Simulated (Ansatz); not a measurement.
Suppose Li3BH6 takes space group Immm (No. 71), with Li on 2a and 4j; B on 2c; H on 8l and 4f.

All numbers below come from DFT PBE, scalar-relativistic, plane waves, PAW in Ansatz 0.2.0. Cutoff 420 eV, Γ-centred mesh, Gaussian smearing, no spin polarisation.

The zero of energy is the elements' standard structures at the same level (H₂ as a molecule); no fitted shifts are applied.

Problem. Give the relaxed lattice parameters and positions.

Solution.

Space group Immm (No. 71). a = 5.279 Å, b = 5.577 Å, c = 5.581 Å, α = 90.00°, β = 90.00°, γ = 90.00°
| atom | site | symmetry | x | y | z |
| --- | --- | --- | --- | --- | --- |
| Li | 2a | mmm | 0.0000 | 0.0000 | 0.0000 |
| Li | 4j | mm2 | 0.0000 | 0.5000 | 0.2237 |
| B | 2c | mmm | 0.0000 | 0.0000 | 0.5000 |
| H | 8l | m.. | 0.5000 | 0.3098 | 0.2068 |
| H | 4f | 2mm | 0.2587 | 0.5000 | 0.0000 |

Li on a site of symmetry mmm has 4 H at 1.95 Å; Li on a site of symmetry mm2 has 4 H at 1.77–1.85 Å; B is surrounded by 2 H at 1.27 Å and 4 H at 1.57 Å; H on a site of symmetry m is surrounded by 1 B at 1.57 Å, 1 Li at 1.77 Å and 1 Li at 1.95 Å; 1 more site not described. Another local minimum with the same sites may exist.

Problem. Where does its energy lie, and is it a metal?

Solution. The energy over the elements is +0.109 eV/atom and the gap on the 8×8×8 mesh of the 10-atom cell is 0.86 eV. The separate elements lie lower, so it is unstable against them.

The last run used Gaussian smearing of 0.02 eV. Kohn–Sham gaps at this level usually fall short of measured ones. With hydrogen, zero-point motion can shift formation energies by some tens of meV/atom. A structure relaxed within its symmetry needn't be a true minimum.
